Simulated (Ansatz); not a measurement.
InP:
```xyz
2
Lattice="0.0000 2.9132 2.9132 2.9132 0.0000 2.9132 2.9132 2.9132 0.0000" Properties=species:S:1:pos:R:3 pbc="T T T"
In     0.0000     0.0000     0.0000
P      4.3698     4.3698     4.3698
```

Relaxed with LDA. Special points in fractions of this cell's reciprocal vectors: Γ (0.000, 0.000, 0.000); X (0.500, 0.000, 0.500); U (0.625, 0.250, 0.625); K (0.375, 0.375, 0.750); L (0.500, 0.500, 0.500); W (0.500, 0.250, 0.750).

Task: List the band energies nearest the valence-band maximum at these points for the program Ansatz at the LDA level (PAW).

Result: In eV from the valence-band maximum; about four levels below and three above (degenerate sets whole), none deeper than 8.9 eV; points with the same levels are listed once.

```tsv
k	below	above
Γ	0.00 0.00 0.00	0.58 3.96 3.96 3.96
X	-5.95 -2.42 -2.42	1.57 2.11 9.09
U	-5.81 -3.45 -2.02	2.19 4.30 7.41
L	-5.93 -1.02 -1.02	1.35 4.70 4.70
W	-5.80 -3.08 -3.06	4.18 4.34 5.45
```

Space group F-43m (zinc blende). Symmetry was held in the LDA relaxation; of distortions, only those at the zone centre were tested. Scalar-relativistic: spin–orbit coupling is off unless named, which matters more the heavier the elements.

Potentials: the earlier of the program's two PAW sets.
